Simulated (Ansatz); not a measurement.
# TlAgI$_{2}$: pressure against volume

A database entry relaxed whole under r2SCAN (I4/mcm):

```xyz
8
Lattice="-4.2090 4.2090 3.8838 4.2090 -4.2090 3.8838 4.2090 4.2090 -3.8838" Properties=species:S:1:pos:R:3 pbc="T T T"
Tl    0.0000    0.0000    1.9419
Tl    0.0000    0.0000    5.8257
Ag    4.2090    0.0000    1.9419
Ag    0.0000    4.2090    1.9419
I     1.5101    5.7191    0.0000
I     2.6989    1.5101    0.0000
I     2.6989   -1.5101    3.8838
I     1.5101    2.6989    3.8838
```

The cell was scaled uniformly, its shape held, and the atoms relaxed at each volume with plane-wave PAW DFT (Ansatz 0.2.0; r2SCAN, 500 eV, 6×6×6 Γ-centred mesh, fermi-dirac occupations of width 0.020 eV; no spin, no spin-orbit coupling). One row is withheld.

```csv
volume (Å³/atom),energy over the lowest (meV/atom),pressure (GPa)
32.338,9.2,1.53
33.027,?,?
33.715,1.0,0.44
34.403,0.0,0.00
35.091,0.8,-0.39
35.779,3.2,-0.74
36.467,7.0,-1.03
```

Q: Fit the pressures of the other rows to the third-order Birch-Murnaghan form.

A: With f = [(V₀/V)^(2/3) − 1]/2 and P = 3B₀f(1 + 2f)^(5/2)[1 + 3(B₀′ − 4)f/2], least squares gives V₀ = 34.40 Å³ an atom, B₀ = 20.8 GPa and B₀′ = 5.6; the rows miss the fit by less than 0.01 GPa. The slope of the energies differs from these pressures by less than 0.05 GPa.

Q: What does the withheld row hold?

A: The fit gives 0.95 GPa at 33.027 Å³; the run gave 0.95 GPa and 3.9 meV an atom.

Caveats: the shape of the cell was held, so B₀ is an upper bound where the axes differ in stiffness; 0 K, fixed nuclei; the symmetry was kept, and this need not be the phase that is stable at 0 K; one mesh for all volumes; no dispersion correction, so weakly bound layers stand too far apart; pressure is positive in compression.
